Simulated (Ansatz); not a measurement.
**Relaxing a structure of Si**

The start is a relaxed Si cell, doubled along one cell vector, shaken by Gaussian noise of σ = 0.08 Å a coordinate. The structure is fully relaxed (lattice and positions, P = 0) with PBEsol (plane waves to 420 eV, PAW, scalar-relativistic; Ansatz, an electronic-structure program). The first steps use a coarse 7×7×4 k-mesh.

Input geometry:
```yaml
crystal:
  lattice:
    - [0.00000, 2.71675, 2.71675]
    - [2.71675, 0.00000, 2.71675]
    - [5.43350, 5.43350, 0.00000]
  atoms:
    - { symbol: Si, position: [0.75722, 0.76360, 0.36671] }
    - { symbol: Si, position: [0.73036, 0.74596, 0.87674] }
    - { symbol: Si, position: [0.52898, 0.52691, 0.22558] }
    - { symbol: Si, position: [0.53166, 0.46689, 0.74859] }
```

### Question
Which atoms feel the largest initial force, and how large is it?

### Answer
2.46 eV/Å, on Si3 (atoms numbered as listed).

### Question
How much energy is released per atom?

### Answer
0.09 eV/atom.

### Question
Is the parent structure recovered?

### Answer
The parent structure is recovered, Fd-3m (No. 227).

### Question
How do the shortest distances between atoms change?

### Answer
The closest pairs of elements (up to four, under 3.6 Å), start → end: Si–Si 2.19 → 2.35 Å.

Relaxed structure:

Space group Fd-3m, origin choice 1 (No. 227); a = b = c = 5.434 Å, α = β = γ = 90.00°

| atom | site | symmetry | x | y | z |
|---|---|---|---|---|---|
| Si | 8a | -43m | 0.0000 | 0.0000 | 0.0000 |
(The calculation used a cell of 2 atoms; values per cell refer to that cell.)

Final values are on a 11×11×11 k-mesh of the relaxed cell. No spin polarisation in the result.
